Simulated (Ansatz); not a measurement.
Level of theory: Ansatz 0.2.0, DFT PBE, scalar-relativistic, plane waves, PAW. All cells share a 420 eV cutoff and Γ-centred k meshes spaced at most about 0.3 Å⁻¹ (about 0.25 or finer for metals, 2π included). No spin polarisation in the final relaxations.

Temperature and zero-point effects are left out.

Two forms of MoRu₅ were relaxed alike.

A.

```xyz
6
Lattice="2.7383 0.0000 0.0000 -1.3692 2.3715 0.0000 0.0000 0.0000 13.0345" Properties=species:S:1:pos:R:3 pbc="T T T"
Mo    0.0000    1.5810    6.5173
Ru    1.3692    0.7905    0.0000
Ru    1.3692    0.7905    4.2850
Ru    1.3692    0.7905    8.7495
Ru    0.0000    1.5810   10.9065
Ru    0.0000    1.5810    2.1281
```

B.

```xyz
6
Lattice="4.7544 0.0000 0.0000 -2.3772 4.1175 0.0000 0.0000 0.0000 4.3163" Properties=species:S:1:pos:R:3 pbc="T T T"
Mo    0.0000    0.0000    0.0000
Ru    0.0000    2.7450    0.0000
Ru    2.3772    1.3725    0.0000
Ru    1.5726    2.7238    2.1582
Ru    1.6093    0.0000    2.1582
Ru   -0.8046    1.3937    2.1582
```

Question: Which arrangement of the elements on these sites is preferred, and by what margin?

Answer: B is lower, by 61 meV/atom. The two share one framework of sites and differ in which element sits where. A has Mo and Ru ordered on hcp sites, space group P-6m2 (No. 187), 14.1 Å³/atom and no gap on its mesh; B has Mo and Ru ordered on hcp sites, space group P-62m (No. 189), 14.1 Å³/atom and no gap. Counting all near atoms (those within 1.25 times the shortest distance at each site), A and B both have Mo 12, Ru 12. In A, Mo is surrounded by 6 Ru at 2.74 Å and 6 Mo at 2.74 Å; around Ru on a site of symmetry -6m2 lie 12 Ru at 2.65–2.74 Å; Ru on a site of symmetry 3m is surrounded by 9 Ru at 2.67–2.74 Å and 3 Mo at 2.74 Å; 1 more site not described. In B, Mo is surrounded by 12 Ru at 2.69–2.74 Å; around Ru on a site of symmetry -6 lie 9 Ru at 2.67–2.74 Å and 3 Mo at 2.74 Å; Ru on a site of symmetry m2m has 10 Ru at 2.67–2.79 Å and 2 Mo at 2.69 Å. Both come from invented guesses.

Cells relaxed within their symmetry can be saddle points.
